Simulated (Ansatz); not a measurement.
GaS:
```xyz
8
Lattice="3.5365 0.0000 0.0000 -1.7683 3.0627 0.0000 0.0000 0.0000 15.2370" Properties=species:S:1:pos:R:3 pbc="T T T"
Ga     0.0000     2.0418     2.6046
Ga     1.7683     1.0209    10.2232
Ga     1.7683     1.0209    12.6324
Ga     0.0000     2.0418     5.0139
S      0.0000     2.0418     9.1446
S      1.7683     1.0209     1.5261
S      1.7683     1.0209     6.0924
S      0.0000     2.0418    13.7110
```

LDA (plane waves, PAW; program Ansatz) gives a gap of 1.37 eV without spin–orbit coupling, maximum at Γ, minimum at M.

**Question.** What happens when spin–orbit coupling is switched on?

**Answer.** The gap stays essentially unchanged, to 1.37 eV; maximum at Γ, minimum at M.

**Question.** Give the electron effective mass with spin–orbit coupling.

**Answer.** 0.24, 1.1, 13 mₑ (principal values).

**Question.** Give the hole effective mass with spin–orbit coupling.

**Answer.** 0.14, 2.5, 2.5 mₑ (principal values).

Space group P6_3/mmc. The cell was relaxed with LDA under the symmetry of its start. A crystal of weakly bound layers computed without a dispersion correction: the cell and the soft elastic constants depend strongly on that.

Potentials: the later of the program's two PAW sets.
